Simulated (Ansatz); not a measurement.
GaN:
```xyz
2
Lattice="0.0000 2.1086 2.1086 2.1086 0.0000 2.1086 2.1086 2.1086 0.0000" Properties=species:S:1:pos:R:3 pbc="T T T"
Ga     0.0000     0.0000     0.0000
N      2.1086     2.1086     2.1086
```

Cartesian axes are those of the cell as given.

Give the high-frequency dielectric tensor and the Born effective charge tensors of the independent atoms from DFPT, the program Ansatz at the r²SCAN level (PAW).


ε∞:
```
7.28  0.00  0.00
0.00  7.28  0.00
0.00  0.00  7.28
```
Z* of atom 1 (Ga), rows: field, columns: displacement, in e:
```
3.55  0.00  0.00
0.00  3.55  0.00
0.00  0.00  3.55
```
Z* of atom 2 (N), rows: field, columns: displacement, in e:
```
-3.55   0.00   0.00
 0.00  -3.55   0.00
 0.00   0.00  -3.55
```

Static charges for comparison (Bader): Ga1 +1.77, N2 -1.77 e. Born charges measure polarisation by displacement and can exceed these by far.

Space group Fm-3m (rock salt). This is a known high-pressure phase of the composition, computed here at zero pressure and temperature. The r²SCAN relaxation kept the symmetry of its start; whether a distortion lowers the energy is not shown. Spin–orbit coupling is left out wherever it is not named.

Potentials: the earlier of the program's two PAW sets.
